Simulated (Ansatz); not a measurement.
Consider the following.

InP (wurtzite, P6_3mc), a = b = 4.111 Å, c = 6.753 Å, α = β = 90.00°, γ = 120.00°.

This is the LDA-relaxed structure.

Problem. All from LDA (plane waves, PAW; program Ansatz), unless another level is named. Give the electron effective mass.

Solution. 0.050, 0.055, 0.055 mₑ (principal values).

Problem. Predict the band gap.

Solution. 0.64 eV (direct).

Problem. Next, the formation energy from the elements (no fitted shifts)?

Solution. -0.21 eV/atom.

The first step of the workflow began from a Materials Project structure, measured or hypothetical; the Crystallography Open Database copy checked does not list it. It is not the phase usual at ambient conditions (space group No. 216). Symmetry was held in the LDA relaxation; of distortions, only those at the zone centre were tested. The references are the lowest solids computed at this level, not always the standard phases. Spin–orbit coupling is left out wherever it is not named.

Potentials: the later of the program's two PAW sets.
